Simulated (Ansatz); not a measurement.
**One input, then a changed one: HfB2**

First run: DFT, PBEsol, all-electron LAPW, scalar-relativistic (Ansatz 0.2.0).

Command: `ansatz run input.yaml --threads 1 --pin off --max-ram 3072MiB --backend cpu --events-out ev --progress --plain --runs-dir out` It took 52 s on 1 thread of Arm Neoverse V1 (shared host), peak memory 0.6 GiB.

```yaml
crystal:
  lattice:
    - [3.1326790839, 0.0, 0.0]
    - [-1.5663395419, 2.7129796685, 0.0]
    - [0.0, 0.0, 3.47921399]
  atoms:
    - { symbol: Hf, position: [0.0, 0.0, 0.0] }
    - { symbol: B, position: [0.35, 0.675, 0.5] }
    - { symbol: B, position: [0.65, 0.325, 0.5] }
kpoints:
  mp_grid: { grid: [10, 10, 8] }
scf:
  occupations: { method: fermi_dirac, width: 0.05 }
hamiltonian:
  xc: pbesol
  pseudopotentials: { kind: all_electron, lapw: { basis_error: 0.001 } }
output:
  forces: true
  stress: true
  eigenvalues: true
  populations: true
```

The cell is Materials Project entry mp-1994, used as a structure alone.

This run: one bond, the shortest of the undistorted cell, set to 1.899 Å.

It converges in 9 SCF iterations at a pressure of -2.39 GPa, largest force 1.067 eV/Å.

The input is then changed:

```diff
   occupations: { method: fermi_dirac, width: 0.05 }
+  algorithm: direct_min
+  lower_state_search: "off"
 hamiltonian:
```

Problem. What does the second run give?

Solution. It converges in 7 SCF iterations at a pressure of -2.39 GPa, largest force 1.067 eV/Å, free energy 0.0 meV/atom against the first run's. Results part of its log:
```
SCF 1 converged in 7 iterations: F = -411476.014538 eV  dr2 = 4.03e-9
SCF converged after 7 iterations
Stability not checked: this state was not tested for a lower state beside it, because a direct minimisation reached the state, and no test of it is asked (direct_minimisation; see scf.lower_state_search)
Free energy (F): -411476.014538 eV
Harris-Foulkes:  -411476.014538 eV  (|F-HF|=1.05e-8)
Internal energy: -411476.012455 eV  (E = F + TS)
E sigma→0 (E₀):  -411476.013497 eV
Entropy (-TS):   -0.002083 eV (-0.694 meV/atom)
Fermi energy:    20.790019 eV
--- Per-component energies (eV) ---
  E_band       = -4377.253819
  E_kinetic    = 457642.126134
  E_xc         = -8509.141336
  E_electrostatic = -860608.997254  (all electrons and nuclei)
  E_smearing   = -0.002083  (= −TS)
  E_closure    = 0.000000  (closes the sum)
  E_atoms      = -411450.748255  (free atoms, spherical and without spin; not in F)
  Σ components = -411476.014538   (vs F -411476.014538, Δ=0.00e0)
[... lines left out ...]
  atom   3  B      0.92425495     0.53361885     0.00000000
  max |Σ_I F_I| component: 1.11e-16 eV/Å
--- Stress (GPa, compression-positive) ---
       -1.074233       0.526483      -0.000000
        0.526483      -1.682163      -0.000000
       -0.000000      -0.000000      -4.402693
  P = ⅓ Tr σ = -2.3864 GPa (-23.864 kbar)
--- Band table (eV; the first three rows and the last of 155) ---
  k-point 0: bands = ["-352.0218", "-352.0002", "-351.9942", "-180.0955", "-180.0929", "-180.0899", "-180.0713", "-180.0688", "-151.4979", "-151.4856", "-40.8468", "-9.7239", "-9.2471", "-9.2135", "7.1309", "9.1722", "9.1863", "9.2009", "9.2056", "9.2084", "9.2102", "9.2993", "17.6013", "17.7837", "18.1450", "18.3786", "24.7715", "24.9497", "25.1292", "25.2678", "25.7894", "26.1177"]
  k-point 1: bands = ["-352.0218", "-352.0002", "-351.9942", "-180.0955", "-180.0929", "-180.0899", "-180.0713", "-180.0688", "-151.4979", "-151.4856", "-40.8458", "-9.7662", "-9.2439", "-9.2106", "7.3785", "9.1698", "9.1863", "9.2021", "9.2042", "9.2053", "9.2132", "9.2993", "16.3616", "17.7560", "18.5236", "19.5053", "23.1910", "23.8505", "24.7669", "25.2604", "26.0233", "27.1581"]
  k-point 2: bands = ["-352.0218", "-352.0002", "-351.9942", "-180.0955", "-180.0929", "-180.0899", "-180.0713", "-180.0688", "-151.4979", "-151.4856", "-40.8433", "-9.8664", "-9.2362", "-9.2035", "8.0620", "9.1673", "9.1862", "9.1939", "9.1981", "9.2125", "9.2205", "9.2993", "14.7282", "18.1974", "19.0154", "20.9838", "21.8768", "22.6082", "23.6160", "24.0348", "26.0631", "28.3931"]
  k-point 154: bands = ["-352.0218", "-352.0002", "-351.9942", "-180.0955", "-180.0929", "-180.0899", "-180.0713", "-180.0688", "-151.4959", "-151.4876", "-40.7891", "-9.9869", "-9.8219", "-9.3676", "9.1573", "9.1866", "9.2032", "9.2040", "9.2334", "9.2482", "9.2631", "10.3904", "13.7572", "15.7766", "16.3421", "18.0251", "24.8463", "25.0635", "27.1378", "27.9659", "28.1164", "29.1522"]
--- Löwdin populations: 3 sites ---
  site symbol       q [e]
     0     Hf     71.3465
     1      B      5.3139
     2      B      5.3139
  spilling = 0.000314 (of n_electrons = 82.000000)
```
